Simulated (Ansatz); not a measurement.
GeS2:
```
GeS2
1.0
    3.44896     0.00000     0.00000
    0.00000     3.44896     0.00000
    0.00000     0.00000    10.46256
Ge S
2 4
Direct
  0.00000   0.00000   0.50000
  0.50000   0.50000   0.00000
  0.00000   0.50000   0.86481
  0.00000   0.50000   0.36481
  0.50000   0.00000   0.63519
  0.50000   0.00000   0.13519
```

Cartesian axes are those of the cell as given.

Give the high-frequency dielectric tensor and the Born effective charge tensors of the independent atoms from DFPT, LDA in the plane-wave PAW code Ansatz.


ε∞:
```
7.43  0.00  0.00
0.00  7.43  0.00
0.00  0.00  6.80
```
Z* of atom 1 (Ge), rows: field, columns: displacement, in e:
```
3.40  0.00  0.00
0.00  3.40  0.00
0.00  0.00  1.84
```
Z* of atom 3 (S), rows: field, columns: displacement, in e:
```
-2.66   0.00   0.00
 0.00  -0.74   0.00
 0.00   0.00  -0.92
```

Static charges for comparison (Bader): Ge1 +1.22, S3 -0.61 e. Born charges measure polarisation by displacement and can exceed these by far.

Space group P4_2/nmc. The first step of the workflow began from a Materials Project structure, measured or hypothetical; the Crystallography Open Database copy checked does not list it. COD files the formula under space group No. 14, 43, 82, 122, 217. Its standing as an ambient phase is unchecked. Symmetry was held in the LDA relaxation; its stability against distortions is not shown here. A crystal of weakly bound layers computed without a dispersion correction: the cell and the soft elastic constants depend strongly on that. Spin–orbit coupling is left out wherever it is not named.

Potentials: the later of the program's two PAW sets.
